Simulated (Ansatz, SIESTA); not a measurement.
This is a calculation of In3As for SIESTA 5.4.2. Atoms were shifted at random by some hundredths of an Å from the given cell, which wasn't relaxed again for these runs. The cell comes from a database or a generator and needn't be the stable form of this composition.

In3As.fdf

```
SystemName                      In3As
SystemLabel                     In3As
NumberOfSpecies                 2
NumberOfAtoms                   4
%block ChemicalSpeciesLabel
  1  49 In
  2  33 As
%endblock ChemicalSpeciesLabel

LatticeConstant                 1.0 Ang
%block LatticeVectors
     4.6716810000     0.0000000000     0.0000000000
     0.0000000000     4.6716810000     0.0000000000
     0.0000000000     0.0000000000     4.6716810000
%endblock LatticeVectors
AtomicCoordinatesFormat         Ang
%block AtomicCoordinatesAndAtomicSpecies
     2.3492435528     2.3264504212    -0.0415966476  1
     2.3065770902    -0.0548081615     2.3150655346  1
    -0.0457404287     2.3240678639     2.3837392453  1
    -0.0050033704     0.0389664912    -0.0137113837  2
%endblock AtomicCoordinatesAndAtomicSpecies

%block kgrid.MonkhorstPack
    6   0   0  0.0
    0   6   0  0.0
    0   0   6  0.0
%endblock kgrid.MonkhorstPack
XC.Functional                   GGA
XC.Authors                      PBE
PAO.BasisSize                   DZP
PAO.EnergyShift                 0.003 Ry
Mesh.Cutoff                     500 Ry
OccupationFunction              FD
ElectronicTemperature           0.05 eV
MaxSCFIterations                120
SCF.MustConverge                false
SCF.Mixer.Method                Pulay
SCF.Mixer.Weight                0.25
SCF.Mixer.History               8
SCF.DM.Tolerance                5.0e-05
SCF.H.Tolerance                 1.0e-03 eV
WriteForces                     true
Charge.Mulliken                 end
%block PAO.Basis
  In 4
  n=5 0 2
    6.996 0.000
  n=5 1 2
    9.500 0.000
  n=4 2 2
    4.106 0.000
  n=5 2 1
    9.500
  As 4
  n=4 0 2
    5.512 0.000
  n=4 1 2
    7.356 0.000
  n=3 2 2
    2.890 0.000
  n=4 2 1
    7.356
%endblock PAO.Basis
```

Potentials or basis: PseudoDojo 0.4 standard (PBE files), converted to PSML, two zetas on semicore shells, DZP (energy shift 0.003 Ry; two zetas on semicore shells).

Command:

```bash
$ siesta < In3As.fdf > In3As.out 2>&1
```

Task: What does the same run look like in Ansatz 0.2.0? Potentials or basis there: Ansatz PAW, cutoff 420 eV.

Result: As run (cutoffs and basis follow the program's own potentials, and thresholds, step limits or extra output files can differ):

The input input.yaml:

```yaml
crystal:
  lattice:
    - [4.671681, 0.0, 0.0]
    - [0.0, 4.671681, 0.0]
    - [0.0, 0.0, 4.671681]
  atoms:
    - { symbol: In, position: [0.502869, 0.49799, -0.008904] }
    - { symbol: In, position: [0.493736, -0.011732, 0.495553] }
    - { symbol: In, position: [-0.009791, 0.49748, 0.510253] }
    - { symbol: As, position: [-0.001071, 0.008341, -0.002935] }
hamiltonian:
  xc: pbe
  pseudopotentials: { kind: paw }
kpoints:
  mp_grid: { grid: [6, 6, 6] }
scf:
  occupations: { method: fermi_dirac, width: 0.05 }
output:
  forces: true
  stress: true
  eigenvalues: true
```

Potentials or basis: Ansatz PAW.

The run is started by

```console
$ ansatz run input.yaml --threads 2 --pin off --max-ram 5120MiB --backend cpu --events-out ev --progress --plain --runs-dir out
```

Both were run:

|  | SIESTA | Ansatz |
| --- | --- | --- |
| Pressure | 1.5 GPa | 0.6 GPa |
| Largest force | 0.200 eV/Å | 0.197 eV/Å |
| Energy over the undisturbed cell | 1.9 meV/atom | 1.6 meV/atom |

Ansatz's pressure holds a Pulay term of +0.04 GPa for its cutoff of 420 eV, which the other run lacks.

Where Ansatz's input types no cutoff or centring, it takes its own default and a Γ-centred mesh.

Pressure is positive in compression.
